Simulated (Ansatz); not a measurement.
Clean, relaxed (111) surface of Os, space group Fm-3m (No. 225) (top face towards +c; atoms held fixed, by place in the list: 1, 2):

```
Os
1.0
     2.70138    0.00000    0.00000
    -1.35069    2.33946    0.00000
     0.00000    0.00000   23.61699
Os
4
Cartesian
  1.3507 0.7798 8.5000
  0.0000 1.5596 10.7057
  0.0000 0.0000 12.9331
  1.3507 0.7798 15.0495
```

These are results of DFT PBEsol, scalar-relativistic, plane waves, PAW in Ansatz 0.2.0, not measurements. Cutoff 420 eV; k points 12×12×1 on the computed 4-atom cell (Γ-centred); Gaussian smearing, width 0.10 eV; no spin polarisation. A dipole correction removes the field between periodic images along c.

C (atom) is adsorbed on the top face, one adsorbate per 6.3 Å², and relaxed from 3 starting sites (fractions of a and b). E_ads counts from the clean slab and the free adsorbate (spin-polarised where it has unpaired electrons); negative means bound. Heights count from the highest slab atom after relaxation. Δφ is the top face's. Δp counts per cell along +c. Bonded neighbours lie within 1.25 times the sum of covalent radii (1.35 for H) and, on that scale, within 12 % of the closest. With the adsorbate the cell is lengthened along c to keep the vacuum.

```
                            start ends at E_ads (eV) height (Å) shortest contact  Δφ (eV)  Δp (e·Å)
         top (Os) at (0.67, 0.33) (0.67, 0.33), 1 bonded neighbour (Os)       -5.12        1.76       C–Os 1.76 Å    +2.05    -0.069
hollow (Os-Os-Os) at (0.33, 0.67) (0.33, 0.67), 3 bonded neighbours (Os)       -6.50        1.19       C–Os 1.96 Å    +0.45    -0.015
   bridge (Os-Os) at (0.17, 0.83) (0.00, 0.00), 3 bonded neighbours (Os)       -6.79        1.19       C–Os 1.96 Å    +0.49    -0.015
```

Among the sites tried, the lowest end comes from the bridge (Os-Os) at (0.17, 0.83) start; other sites may lie lower.

Each end is the local minimum or symmetric point that its start leads to. This isn't the usual crystal structure of Os. The slab is only 6.6 Å thick, so the energies aren't converged with thickness.

The adsorbed runs have no spin polarisation, so weakly bound open-shell ends lie too high.